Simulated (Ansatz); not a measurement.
The calculation used DFT PBE, scalar-relativistic, plane waves, PAW (Ansatz). All cells share a 420 eV cutoff and Γ-centred k meshes spaced at most about 0.3 Å⁻¹ (about 0.25 or finer for metals, 2π included). No spin polarisation in the final relaxations.

Temperature and zero-point effects are left out.

Two relaxed structures of AlH4:

1.

```cif
data_structure
_symmetry_space_group_name_H-M 'P4/mmm'
_symmetry_Int_Tables_number 123
_cell_length_a 4.0318
_cell_length_b 4.0318
_cell_length_c 2.3858
_cell_angle_alpha 90.000
_cell_angle_beta 90.000
_cell_angle_gamma 90.000
_cell_volume 38.78
loop_
_atom_site_label
_atom_site_type_symbol
_atom_site_symmetry_multiplicity
_atom_site_Wyckoff_symbol
_atom_site_fract_x
_atom_site_fract_y
_atom_site_fract_z
_atom_site_occupancy
Al1 Al 1 c 0.50000 0.50000 0.00000 1
H1 H 4 k 0.74459 0.74459 0.50000 1
```

2.

```cif
data_structure
_symmetry_space_group_name_H-M 'Pm-3m'
_symmetry_Int_Tables_number 221
_cell_length_a 3.3854
_cell_length_b 3.3854
_cell_length_c 3.3854
_cell_angle_alpha 90.000
_cell_angle_beta 90.000
_cell_angle_gamma 90.000
_cell_volume 38.80
loop_
_atom_site_label
_atom_site_type_symbol
_atom_site_symmetry_multiplicity
_atom_site_Wyckoff_symbol
_atom_site_fract_x
_atom_site_fract_y
_atom_site_fract_z
_atom_site_occupancy
Al1 Al 1 a 0.00000 0.00000 0.00000 1
H1 H 3 d 0.50000 0.00000 0.00000 1
H2 H 1 b 0.50000 0.50000 0.50000 1
```

Question: Which is lower in energy, and by how much?

Answer: Cell 2 is lower, by 27 meV/atom. Cell 1 has space group P4/mmm (No. 123), 7.8 Å³/atom and no gap on its mesh; cell 2 has space group Pm-3m (No. 221), 7.8 Å³/atom and no gap. Counting H atoms around Al (those within 1.25 times the shortest such distance or 1.15 times the sum of covalent radii), cell 1 has Al 8 and cell 2 has Al 6. Even the lower one lies +0.54 eV/atom against the reference forms of the elements (uncorrected), so neither is stable at this level. Both come from invented guesses. A third cell relaxed alike, in P1, lies 0.43 eV/atom below the lower of the two; the P4/mmm cell fell into it when its atoms were moved at random.

Weakly bound directions are ill-defined at this level, which has no dispersion term (P4/mmm), and this can change margins and order among such cells. With hydrogen, zero-point motion can shift such differences by 10 meV/atom or more. A magnetic state wasn't ruled out in cells without spin, among them P4/mmm, Pm-3m. Cells relaxed within their symmetry can be saddle points.
